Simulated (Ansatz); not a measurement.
RbMnCuS2:
```
CELL_PARAMETERS angstrom
     -1.99199     1.99199     6.86054
      1.99199    -1.99199     6.86054
      1.99199     1.99199    -6.86054
ATOMIC_POSITIONS crystal
  Rb 0.00000 0.00000 0.00000
  Mn 0.25000 0.75000 0.50000
  Cu 0.75000 0.25000 0.50000
  S  0.64995 0.64995 0.00000
  S  0.35005 0.35005 0.00000
```
The run is spin-polarised; directions of the spins, atom by atom: 0 ↑ 0 0 0.

Relaxed with r²SCAN. Special points in fractions of this cell's reciprocal vectors: Γ (0.000, 0.000, 0.000); X (0.000, 0.000, 0.500); P (0.250, 0.250, 0.250); N (0.000, 0.500, 0.000); M (0.500, 0.500, -0.500); S (0.271, 0.729, -0.271); S0 (-0.271, 0.271, 0.271); R (-0.042, 0.042, 0.500); G (0.500, 0.500, -0.042).

Task: List the band energies nearest the valence-band maximum at these points for DFT-r²SCAN in the program Ansatz with PAW potentials.

Result: In eV from the valence-band maximum; about four levels below and three above (degenerate sets whole), none deeper than 8.9 eV; points with the same levels are listed once.

```
k                      below           above
---  -----------------------  --------------
Γ ↑    -1.63 -0.21 0.00 0.00  1.57 3.52 3.69
X ↑  -2.17 -1.89 -1.42 -1.38  3.27 4.58 4.69
P ↑  -2.17 -1.89 -1.41 -1.38  3.73 3.79 4.72
N ↑  -0.81 -0.74 -0.58 -0.49  3.13 3.89 4.44
M ↑  -1.63 -1.06 -0.02 -0.02  2.79 2.90 3.34
S ↑  -0.88 -0.67 -0.63 -0.40  3.14 3.49 4.48
R ↑  -2.08 -1.85 -1.40 -1.36  3.34 4.60 4.74
Γ ↓  -1.90 -0.80 -0.65 -0.65  1.69 1.98 2.22
X ↓  -2.18 -2.14 -1.76 -1.75  1.13 1.41 2.30
P ↓  -2.18 -2.14 -1.79 -1.72  1.22 1.33 2.28
N ↓  -1.77 -1.76 -1.15 -1.10  1.94 2.22 2.24
M ↓  -1.81 -1.21 -0.65 -0.65  1.51 1.88 2.44
S ↓  -1.80 -1.74 -1.15 -1.07  1.96 2.22 2.25
R ↓  -2.17 -2.11 -1.75 -1.75  1.17 1.42 2.31
```

Space group I-4m2. The first step of the workflow began from a Materials Project structure, measured or hypothetical; the Crystallography Open Database copy checked does not list it. With Mn and Cu taken as one species the cell has the higher symmetry I4/mmm, so it may be an ordered model of a mixed-site phase. Its standing as an ambient phase is unchecked. Symmetry was held in the r²SCAN relaxation; its stability against distortions is not shown here. Magnetic state: ferromagnetic, the only order run, not a proven ground state. Other orbital occupations within this spin state were not tried. No Hubbard U is applied. Spin–orbit coupling is left out wherever it is not named.

Potentials: the later of the program's two PAW sets.
